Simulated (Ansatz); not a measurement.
Calculated with Ansatz: CaAg2Ge2, relaxation

Launch command:

```bash
ansatz run input.yaml --threads 2 --pin off --max-ram 2560MiB --backend cpu --events-out ev --progress --plain --runs-dir out
```

The input file (Ansatz 0.2.0, plane waves):

```yaml
crystal:
  lattice:
    - [0.0, 4.30932, 0.0]
    - [4.30932, 0.0, 0.0]
    - [2.15466, 2.15466, -5.438899]
  atoms:
    - { symbol: Ag, position: [0.75, 0.25, 0.5] }
    - { symbol: Ag, position: [0.25, 0.75, 0.5] }
    - { symbol: Ge, position: [0.389, 0.389, 0.222] }
    - { symbol: Ge, position: [0.611, 0.611, 0.778] }
    - { symbol: Ca, position: [0.0, 0.0, 0.0] }
  symmetry: { tolerance: 0.0003 }
kpoints:
  mp_grid: { grid: [6, 6, 6], shift: [0, 0, 0] }
magnetization:
  spin_polarized: false
scf:
  occupations: { method: gaussian, width: 0.0171 }
  lower_state_search: "off"
hamiltonian:
  pseudopotentials: { kind: paw }
  xc: r2scan
basis:
  ecutwfc: 500
  fft_grid_basis: typed
relax:
  max_steps: 40
  cell: { p_target: 0.0 }
  f_tol: 0.03
output:
  forces: true
  stress: true
  eigenvalues: true
  bader: true
  populations: true
  elf: true
  write_potential: true
  volumetric_format: npy
  dos:
    e_range: [-12, 8]
    de: 0.05
    projected: { site_lists: { Ag: [Ag], Ca: [Ca], Ge: [Ge] } }
checkpoint:
  read: saved_state
```

Origin of the cell: a database entry, scaled a little.

The saved state is a converged single point of the same cell.

Steps («new basis» is an SCF on plane waves selected anew at the same cell):

```
step  ΔF (meV/atom)  max force component (eV/Å)  P (GPa)  volume (Å³)  SCF iterations   step was
   1            0.0                       0.334     0.63       101.00               6   accepted
   2           -1.5                       0.046    -0.18       102.00               6   accepted
   3           -1.5                       0.004     0.03       101.70               6   accepted
   4           -1.6                       0.004     0.03       101.70               5  new basis
   5           -1.6                       0.000     0.00       101.73               4   accepted
   6           -1.6                       0.000     0.00       101.73               4  new basis
```

Step 1, with forces in eV/Å:

```xyz
5
Lattice="0.000 4.309 0.000 4.309 0.000 0.000 2.155 2.155 -5.439" Properties=species:S:1:pos:R:3:forces:R:3 pbc="T T T" step=1
Ag    2.155    4.309   -2.719    0.000    0.000    0.000
Ag    4.309    2.155   -2.719    0.000    0.000    0.000
Ge    2.155    2.155   -1.207    0.000    0.000    0.334
Ge    4.309    4.309   -4.231    0.000    0.000   -0.334
Ca    0.000    0.000    0.000    0.000    0.000    0.000
```

Step 2, with forces in eV/Å:

```xyz
5
Lattice="0.000 4.319 0.000 4.319 0.000 0.000 2.159 2.159 -5.468" Properties=species:S:1:pos:R:3:forces:R:3 pbc="T T T" step=2
Ag    2.159    4.319   -2.734    0.000    0.000    0.000
Ag    4.319    2.159   -2.734    0.000    0.000    0.000
Ge    2.159    2.159   -1.197    0.000    0.000    0.046
Ge    4.319    4.319   -4.271    0.000    0.000   -0.046
Ca    0.000    0.000    0.000    0.000    0.000    0.000
```

Step 6, with forces in eV/Å:

```xyz
5
Lattice="0.000 4.311 0.000 4.311 0.000 0.000 2.156 2.156 -5.474" Properties=species:S:1:pos:R:3:forces:R:3 pbc="T T T" step=6
Ag    2.156    4.311   -2.737    0.000    0.000    0.000
Ag    4.311    2.156   -2.737    0.000    0.000    0.000
Ge    2.156    2.156   -1.194    0.000    0.000    0.000
Ge    4.311    4.311   -4.280    0.000    0.000    0.000
Ca    0.000    0.000    0.000    0.000    0.000    0.000
```

```yaml
Free_energy_lowered_by: 1.6 meV/atom
Volume_change: 0.73 %
Final_pressure: 0.00 GPa
Relaxation_steps_listed: 6
Formation_energy_elements_under_the_same_functional_gases_as_molecules_uncorrected: -0.320 eV/atom
```

Caveats: the relaxation held the start's symmetry, so the end may be a saddle point.

Time: 2.4 min on 2 threads of Arm Neoverse N1 (shared host), peak memory 0.69 GiB, from a saved density.
